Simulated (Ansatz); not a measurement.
**Every step of a relaxation of I**

DFT, PBEsol, PAW with Ansatz's default frozen-core files, scalar-relativistic (Ansatz 0.2.0); a Γ-centred 9×9×4 k mesh, Fermi–Dirac smearing of 0.05 eV, no spin polarisation. The run relaxes cell and atoms at a target pressure of 0 GPa.

Command: `ansatz run input.yaml --threads 4 --pin off --max-ram 10240MiB --backend cpu --events-out ev --progress --plain --runs-dir out` It took 53 s on 4 threads of Arm Neoverse V2 (shared host), peak memory 0.77 GiB.

```yaml
crystal:
  lattice:
    - [3.57945, -2.34575, 0.0]
    - [3.57945, 2.34575, 0.0]
    - [0.0, 0.0, 9.8014]
  atoms:
    - { symbol: I, position: [0.845997, 0.154003, 0.117423] }
    - { symbol: I, position: [0.654003, 0.345997, 0.617423] }
    - { symbol: I, position: [0.154003, 0.845997, 0.882577] }
    - { symbol: I, position: [0.345997, 0.654003, 0.382577] }
kpoints:
  mp_grid: { grid: [9, 9, 4] }
scf:
  occupations: { method: fermi_dirac, width: 0.05 }
hamiltonian:
  xc: pbesol
  pseudopotentials: { kind: paw }
output:
  forces: true
  stress: true
relax:
  f_tol: 0.003
  max_steps: 80
  cell: {}
```

Each step lists its free energy a cell above the last geometry, the pressure, the cell vectors (Å), and Cartesian positions (Å) with forces (eV/Å).

The first step:

```
step 1  dF = 124.19 meV  P = -0.25 GPa
  cell 3.5795 -2.3457 0.0000  3.5795 2.3457 0.0000  0.0000 0.0000 9.8014
  I 3.5795 -1.6232 1.1509   0.0000 0.1781 0.4419
  I 3.5795 -0.7225 6.0516   0.0000 -0.1781 0.4419
  I 3.5795 1.6232 8.6505   0.0000 -0.1781 -0.4419
  I 3.5795 0.7225 3.7498   0.0000 0.1781 -0.4419
```

Spin–orbit coupling is left out, which matters for the heavy atoms. The PAW files were made under PBE.

Task: Where does the relaxation end, and by which steps?

Result: After 8 geometries, with conventional a, b, c = 7.504, 4.383, 9.644 Å, at 39.651 Å³/atom (-3.64 % against the start) in space group Cmce, with a shortest distance of 2.811 Å. The further steps:
```
step 2  dF = 87.49 meV  P = 1.52 GPa
  cell 3.6164 -2.2755 0.0000  3.6164 2.2755 0.0000  0.0000 0.0000 9.3158
  I 3.6164 -1.5604 1.1857   0.0000 0.2755 -0.1800
  I 3.6164 -0.7151 5.8436   0.0000 -0.2755 -0.1800
  I 3.6164 1.5604 8.1301   0.0000 -0.2755 0.1800
  I 3.6164 0.7151 3.4722   0.0000 0.2755 0.1800
step 3  dF = 18.39 meV  P = -0.58 GPa
  cell 3.6340 -2.2755 0.0000  3.6340 2.2755 0.0000  0.0000 0.0000 9.5692
  I 3.6340 -1.4873 1.1700   0.0000 -0.0772 -0.0200
  I 3.6340 -0.7882 5.9546   0.0000 0.0772 -0.0200
  I 3.6340 1.4873 8.3991   0.0000 0.0772 0.0200
  I 3.6340 0.7882 3.6146   0.0000 -0.0772 0.0200
step 4  dF = 5.57 meV  P = 0.01 GPa
  cell 3.6684 -2.2444 0.0000  3.6684 2.2444 0.0000  0.0000 0.0000 9.5055
  I 3.6684 -1.4592 1.1630   0.0000 -0.0129 0.0328
  I 3.6684 -0.7851 5.9158   0.0000 0.0129 0.0328
  I 3.6684 1.4592 8.3425   0.0000 0.0129 -0.0328
  I 3.6684 0.7851 3.5897   0.0000 -0.0129 -0.0328
step 5  dF = 2.66 meV  P = 0.12 GPa
  cell 3.7043 -2.2277 0.0000  3.7043 2.2277 0.0000  0.0000 0.0000 9.5165
  I 3.7043 -1.4503 1.1695   0.0000 0.0033 -0.0011
  I 3.7043 -0.7774 5.9277   0.0000 -0.0033 -0.0011
  I 3.7043 1.4503 8.3471   0.0000 -0.0033 0.0011
  I 3.7043 0.7774 3.5888   0.0000 0.0033 0.0011
step 6  dF = 0.85 meV  P = 0.09 GPa
  cell 3.7425 -2.2089 0.0000  3.7425 2.2089 0.0000  0.0000 0.0000 9.5661
  I 3.7425 -1.4393 1.1761   0.0000 0.0024 -0.0077
  I 3.7425 -0.7697 5.9591   0.0000 -0.0024 -0.0077
  I 3.7425 1.4393 8.3901   0.0000 -0.0024 0.0077
  I 3.7425 0.7697 3.6070   0.0000 0.0024 0.0077
step 7  dF = 0.10 meV  P = 0.04 GPa
  cell 3.7428 -2.1887 0.0000  3.7428 2.1887 0.0000  0.0000 0.0000 9.6548
  I 3.7428 -1.4356 1.1859   0.0000 0.0089 -0.0011
  I 3.7428 -0.7531 6.0133   0.0000 -0.0089 -0.0011
  I 3.7428 1.4356 8.4688   0.0000 -0.0089 0.0011
  I 3.7428 0.7531 3.6414   0.0000 0.0089 0.0011
step 8  dF = 0.00 meV  P = 0.01 GPa
  cell 3.7522 -2.1915 0.0000  3.7522 2.1915 0.0000  0.0000 0.0000 9.6438
  I 3.7522 -1.4340 1.1841   0.0000 0.0008 0.0002
  I 3.7522 -0.7576 6.0059   0.0000 -0.0008 0.0002
  I 3.7522 1.4340 8.4597   0.0000 -0.0008 -0.0002
  I 3.7522 0.7576 3.6378   0.0000 0.0008 -0.0002
step 9  dF = 0.98 meV  P = 0.00 GPa  (same geometry on a basis chosen anew; earlier energies don't compare to the last digit)
  cell 3.7522 -2.1915 0.0000  3.7522 2.1915 0.0000  0.0000 0.0000 9.6438
  I 3.7522 -1.4340 1.1841   0.0000 0.0008 0.0002
  I 3.7522 -0.7576 6.0059   0.0000 -0.0008 0.0002
  I 3.7522 1.4340 8.4597   0.0000 -0.0008 -0.0002
  I 3.7522 0.7576 3.6378   0.0000 0.0008 -0.0002
```
